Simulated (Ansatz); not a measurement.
SnSeS:
Space group P3m1 (No. 156); a = b = 3.7160 Å, c = 5.7977 Å, α = β = 90.00°, γ = 120.00°

```tsv
atom	site	symmetry	x	y	z
Sn	1b	3m.	0.3333	0.6667	0.0080
Se	1a	3m.	0.0000	0.0000	0.7335
S	1c	3m.	0.6667	0.3333	0.2585
```

Relaxed at zero pressure with DFT-LDA in the program Ansatz with PAW potentials.

Problem. The volume is lowered by 3 % and shape and atoms relax at that volume. What pressure results, and how do the axes share the change?

Solution. 1.1 GPa; a -0.3 %, b -0.3 %, c -2.4 %; the energy rises by 2 meV/atom.

Problem. Give the new structure.

Solution. 
Space group P3m1 (No. 156); a = b = 3.704 Å, c = 5.661 Å, α = β = 90.00°, γ = 120.00°

```tsv
atom	site	symmetry	x	y	z
Sn	1b	3m.	0.3333	0.6667	0.0081
Se	1a	3m.	0.0000	0.0000	0.7271
S	1c	3m.	0.6667	0.3333	0.2648
```

The phase is kept; no other phase was compared at this pressure.

The first step of the workflow began from a Materials Project structure, measured or hypothetical; the Crystallography Open Database copy checked does not list it. With Se and S taken as one species the cell has the higher symmetry P-3m1, so it may be an ordered model of a mixed-site phase. Whether it is the stable phase at ambient conditions was not checked. Symmetry was held in the LDA relaxation; its stability against distortions is not shown here. A crystal of weakly bound layers computed without a dispersion correction: the cell and the soft elastic constants depend strongly on that. Scalar-relativistic: spin–orbit coupling is off unless named, which matters more the heavier the elements.

Potentials: the later of the program's two PAW sets.
